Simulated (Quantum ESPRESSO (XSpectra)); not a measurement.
Quantum ESPRESSO (XSpectra) run for X-ray absorption at the S K edge of Ga2S3 (Cc). Geometry: Materials Project entry mp-539 (a computed structure). The cell is the entry's, not relaxed again. The ground-state test found a gap, so occupations are fixed and the excited electron is left out (charged cell on a uniform background); energies count from the highest occupied level. pw.x input:

```
&CONTROL
  calculation = 'scf'
  prefix = 'x'
  pseudo_dir = './pseudo'
  outdir = './out'
/
&SYSTEM
  ibrav = 0
  nat = 30
  ntyp = 3
  ecutwfc = 38
  tot_charge = 1
  occupations = 'fixed'
/
&ELECTRONS
  conv_thr = 3.0e-07
  mixing_beta = 0.4
/
ATOMIC_SPECIES
Sh 32.060 S.lda-tm-gipaw-star1s.UPF
Ga 69.723 Ga.lda-tm-gipaw.UPF
S 32.060 S.lda-tm-gipaw.UPF
CELL_PARAMETERS angstrom
   3.634573000    0.000000000   -6.044906000
  -7.595517000    0.000000000   -6.044906000
  -5.615045000    9.682845000    0.000000000
ATOMIC_POSITIONS crystal
Ga     0.772223333    0.847426667    0.710886667
Ga     0.105556667    0.514093333    0.377553333
Ga     0.438890000    0.180760000    0.044220000
Ga     0.228003333    0.891646667    0.622446667
Ga     0.561336667    0.558313333    0.289113333
Ga     0.894670000    0.224980000    0.955780000
Ga     0.450616667    0.178443333    0.731253333
Ga     0.783950000    0.845110000    0.397920000
Ga     0.117283333    0.511776667    0.064586667
Ga     0.886030000    0.243030000    0.602080000
Ga     0.219363333    0.909696667    0.268746667
Ga     0.552696667    0.576363333    0.935413333
Sh     0.466700000    0.036140000    0.607620000
S      0.800033333    0.702806667    0.274286667
S      0.133366667    0.369473333    0.940953333
S      0.025746667    0.977093333    0.725713333
S      0.359080000    0.643760000    0.392380000
S      0.692413333    0.310426667    0.059046667
S      0.142680000    0.369180000    0.608640000
S      0.476013333    0.035846667    0.275306667
S      0.809346667    0.702513333    0.941973333
S      0.700706667    0.311153333    0.724693333
S      0.034040000    0.977820000    0.391360000
S      0.367373333    0.644486667    0.058026667
S      0.681526667    0.304073333    0.393073333
S      0.014860000    0.970740000    0.059740000
S      0.348193333    0.637406667    0.726406667
S      0.455120000    0.030480000    0.940260000
S      0.788453333    0.697146667    0.606926667
S      0.121786667    0.363813333    0.273593333
K_POINTS automatic
2 2 2 0 0 0
```

xspectra.x input:

```
&input_xspectra
  calculation = 'xanes_dipole'
  edge = 'K'
  prefix = 'x'
  outdir = './out'
  xonly_plot = .false.
  xiabs = 1
  xcoordcrys = .false.
  xepsilon(1) = 1.0
  xepsilon(2) = 0.0
  xepsilon(3) = 0.0
  xniter = 1500
  xcheck_conv = 50
  xerror = 0.002
  x_save_file = 'x0.sav'
/
&plot
  xnepoint = 451
  xemin = -5.0
  xemax = 40.0
  xgamma = 0.7
  terminator = .true.
  cut_occ_states = .true.
/
&pseudos
  filecore = 'core.wfc'
/
&cut_occ
  cut_desmooth = 0.1
  cut_stepl = 0.01
  cut_ierror = 1e-6
/
3 3 3 1 1 1
```

End of the pw.x output:

```
     1.7189   1.8156   1.9124   1.9766   2.0851   2.1334   2.2779   2.3364
     2.4358   2.4951   2.6144   2.6873   2.8841   3.4678   3.6532   3.7047

          k = 0.3140-0.1821-0.3946 ( 17540 PWs)   bands (ev):

   -13.1376  -9.6890  -9.4454  -9.3597  -9.1370  -9.1202  -9.0489  -8.9406
    -8.8671  -8.6090  -8.5522  -8.3618  -8.1751  -8.0984  -7.9798  -7.9016
    -7.8081  -7.6805  -4.1262  -3.8472  -3.1171  -2.8963  -2.7836  -2.6140
    -2.2626  -2.2156  -2.0414  -1.8080  -1.6915  -1.4483  -1.2518  -1.0371
    -0.9083  -0.5672  -0.4697  -0.1714  -0.1339   0.0179   0.0469   0.1191
     0.2819   0.3541   0.4829   0.6599   0.6840   0.7914   0.8894   0.9649
     1.0131   1.0647   1.1850   1.2604   1.3146   1.3802   1.5081   1.7613
     1.8525   1.9140   2.0107   2.1384   2.2030   2.3481   2.3888   2.4645
     2.4865   2.6027   2.7104   2.8635   2.8910   3.0292   3.1456   3.2196

     highest occupied level (ev):     3.7958

!    total energy              =    -870.47787469 Ry
     estimated scf accuracy    <       0.00000014 Ry

     The total energy is the sum of the following terms:
     one-electron contribution =      -5.25818744 Ry
     hartree contribution      =      63.95268857 Ry
     xc contribution           =    -548.02725372 Ry
     ewald contribution        =    -381.14512210 Ry

     convergence has been achieved in  12 iterations

     XML data file, charge density, pseudopotentials, collected wavefunctions
```

xspectra.x output, shortened:

```
... Begin STEP 1 ...

        Radial transition matrix element(s) used in the calculation of the
        initial vector of the Lanczos basis (|tilde{phi}_abs> normalized)
        | For PAW proj. (l=1) #1: radial matrix element =   0.021522235
        | For PAW proj. (l=1) #2: radial matrix element =   0.027641906

NB: the     7 k-point are not all listed below because npool=  4
        |-------------------------------------------------------------
        ! k-point #     1:  ( 0.0000,  0.1214, -0.1945),  0.0741,   1
        |-------------------------------------------------------------
 okvan= F
        |   Norm of the initial Lanczos vector: 0.16525019E-01
        !   => CONVERGED at iter    400 with error=  0.00091565
        |-------------------------------------------------------------
        ! k-point #     2:  ( 0.0000,  0.3642, -0.1945),  0.0741,   1
        |-------------------------------------------------------------
 okvan= F
        |   Norm of the initial Lanczos vector: 0.16524986E-01
        !   => CONVERGED at iter    400 with error=  0.00136829
        |-------------------------------------------------------------
        ! k-point #     3:  ( 0.0000,  0.6070, -0.1945),  0.0741,   1
        |-------------------------------------------------------------
 okvan= F
        |   Norm of the initial Lanczos vector: 0.16525019E-01
        !   => CONVERGED at iter    300 with error=  0.00189246
        |-------------------------------------------------------------

        ...
... Begin STEP 2 ...

     The spectrum is calculated using the following parameters:
        energy-zero of the spectrum [eV]:    3.7958
        the occupied states are elimintate from the spectrum
        xemin [eV]:  -5.00
        xemax [eV]:  40.00
        xnepoint:  451
        constant broadening parameter [eV]:    0.700
        Core level energy [eV]:  -2472.
         (from electron binding energy of neutral atoms in X-ray data booklet)

     Cross-section successfully written in xanes.dat

     ... End STEP 2 ...

     xanes        :     42.71s CPU     43.07s WALL (       1 calls)

     -------------------------------------------------------------------------
                                END JOB XSpectra
     -------------------------------------------------------------------------
```

xanes.dat for the field along x, every fifth line (energy in eV, cross section):

```
   -5.000   1.7420e-04
   -4.500   1.9350e-04
   -4.000   2.1670e-04
   -3.500   2.4510e-04
   -3.000   2.8070e-04
   -2.500   3.2600e-04
   -2.000   3.8560e-04
   -1.500   4.6660e-04
   -1.000   5.8170e-04
   -0.500   7.5460e-04
    0.000   1.0330e-03
    0.500   1.5370e-03
    1.000   2.5480e-03
    1.500   4.6330e-03
    2.000   7.1110e-03
    2.500   6.9870e-03
    3.000   5.6250e-03
    3.500   5.1090e-03
    4.000   5.5380e-03
    4.500   5.9430e-03
    5.000   6.1220e-03
    5.500   6.2680e-03
    6.000   6.1480e-03
    6.500   5.6200e-03
    7.000   5.0130e-03
    7.500   4.3470e-03
    8.000   3.9240e-03
    8.500   3.5470e-03
    9.000   3.1030e-03
    9.500   2.8260e-03
   10.000   2.8050e-03
   10.500   2.8280e-03
   11.000   2.8810e-03
   11.500   2.9440e-03
   12.000   2.8600e-03
   12.500   2.7800e-03
   13.000   2.9330e-03
   13.500   3.3360e-03
   14.000   3.7620e-03
   14.500   4.0870e-03
   15.000   4.2540e-03
   15.500   4.2720e-03
   16.000   4.1500e-03
   16.500   3.8900e-03
   17.000   3.6060e-03
   17.500   3.5190e-03
   18.000   3.5730e-03
   18.500   3.4920e-03
   19.000   3.3850e-03
   19.500   3.2920e-03
   20.000   3.1230e-03
   20.500   3.0000e-03
   21.000   2.9130e-03
   21.500   2.8980e-03
   22.000   2.9470e-03
   22.500   2.9420e-03
   23.000   2.9240e-03
   23.500   2.9250e-03
   24.000   2.9390e-03
   24.500   2.9040e-03
   25.000   2.9650e-03
   25.500   3.0760e-03
   26.000   3.1670e-03
   26.500   3.2620e-03
   27.000   3.3290e-03
   27.500   3.4000e-03
   28.000   3.4470e-03
   28.500   3.4950e-03
   29.000   3.6130e-03
   29.500   3.8330e-03
   30.000   3.9630e-03
   30.500   4.0180e-03
   31.000   3.9220e-03
   31.500   3.6890e-03
   32.000   3.5580e-03
   32.500   3.4670e-03
   33.000   3.3160e-03
   33.500   3.1120e-03
   34.000   2.9180e-03
   34.500   2.7890e-03
   35.000   2.7330e-03
   35.500   2.7360e-03
   36.000   2.7440e-03
   36.500   2.7180e-03
   37.000   2.6840e-03
   37.500   2.6800e-03
   38.000   2.6500e-03
   38.500   2.6220e-03
   39.000   2.6300e-03
   39.500   2.6140e-03
   40.000   2.5850e-03
```
